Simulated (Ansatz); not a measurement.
ZnCdSeS:
```
CELL_PARAMETERS angstrom
      4.01107     0.00000     0.00000
     -2.00554     3.47369     0.00000
      0.00000     0.00000     6.72183
ATOMIC_POSITIONS crystal
  Zn 0.33333 0.66667 0.98940
  Cd 0.00000 0.00000 0.51900
  Se 0.33333 0.66667 0.35167
  S  0.00000 0.00000 0.89191
```

The program Ansatz at the PBEsol level (PAW) gives a gap of 0.59 eV without spin–orbit coupling, maximum at Γ, minimum at Γ.

Question: What happens when spin–orbit coupling is switched on?

Answer: The gap shrinks by 0.12 eV, to 0.47 eV; maximum at Γ, minimum at Γ.

Question: Give the electron effective mass with spin–orbit coupling.

Answer: 0.088, 0.088, 0.11 mₑ (principal values).

Question: Give the hole effective mass with spin–orbit coupling.

Answer: 0.14, 0.14, 2.4 mₑ (principal values).

Space group P3m1. The workflow started from a Materials Project entry (that database holds measured and hypothetical structures alike); the Crystallography Open Database copy checked does not list it. Its standing as an ambient phase is unchecked. The PBEsol relaxation kept the symmetry of its start; of distortions, only those at the zone centre were tested.

Potentials: the later of the program's two PAW sets.
